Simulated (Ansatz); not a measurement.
This run works on a generated trial structure, not on a known crystal.

Input and command of a plane-wave DFT calculation in Ansatz:

```yaml
crystal:
  lattice:
    - [0.0, 5.2407766676, 5.2407766676]
    - [5.2407766676, 0.0, 5.2407766676]
    - [5.2407766676, 5.2407766676, 0.0]
  atoms:
    - { symbol: Cr, position: [0.0, 0.0, 0.0], spin: 2.35 }
    - { symbol: Ga, position: [0.5, 0.5, 0.5] }
    - { symbol: C, position: [0.805391318, 0.194608682, 0.194608682] }
    - { symbol: C, position: [0.194608682, 0.805391318, 0.194608682] }
    - { symbol: C, position: [0.194608682, 0.194608682, 0.805391318] }
    - { symbol: C, position: [0.194608682, 0.805391318, 0.805391318] }
    - { symbol: C, position: [0.805391318, 0.194608682, 0.805391318] }
    - { symbol: C, position: [0.805391318, 0.805391318, 0.194608682] }
    - { symbol: "N", position: [0.6942906036, 0.3057093964, 0.3057093964] }
    - { symbol: "N", position: [0.3057093964, 0.6942906036, 0.3057093964] }
    - { symbol: "N", position: [0.3057093964, 0.3057093964, 0.6942906036] }
    - { symbol: "N", position: [0.3057093964, 0.6942906036, 0.6942906036] }
    - { symbol: "N", position: [0.6942906036, 0.3057093964, 0.6942906036] }
    - { symbol: "N", position: [0.6942906036, 0.6942906036, 0.3057093964] }
basis:
  ecutwfc: 420
kpoints:
  mp_grid: { grid: [6, 6, 6] }
hamiltonian:
  xc: pbe
scf:
  occupations: { method: gaussian, width: 0.02 }
output:
  forces: true
  stress: true
  eigenvalues: true
  populations: true
magnetization:
  spin_polarized: true
relax:
  adjacent_minimum: "off"
  f_tol: 0.01
  max_steps: 80
  cell: { stress_tol: 0.05 }
```

```bash
ansatz run input.yaml --threads 1 --pin off --max-ram 2560MiB --backend cpu --events-out ev --progress --plain --runs-dir out
```

Processor: AMD EPYC 7R13 Processor (Zen 3), 1 thread, on a host shared with other jobs.

Q: Estimate time, memory and problem size.

A: About 64 s, peak memory 0.87 GiB. It solves 56 bands at 16 k points (after reduction by symmetry) with about 5601 plane waves (on the last cell), in 20 SCF iterations over 2 ionic steps.
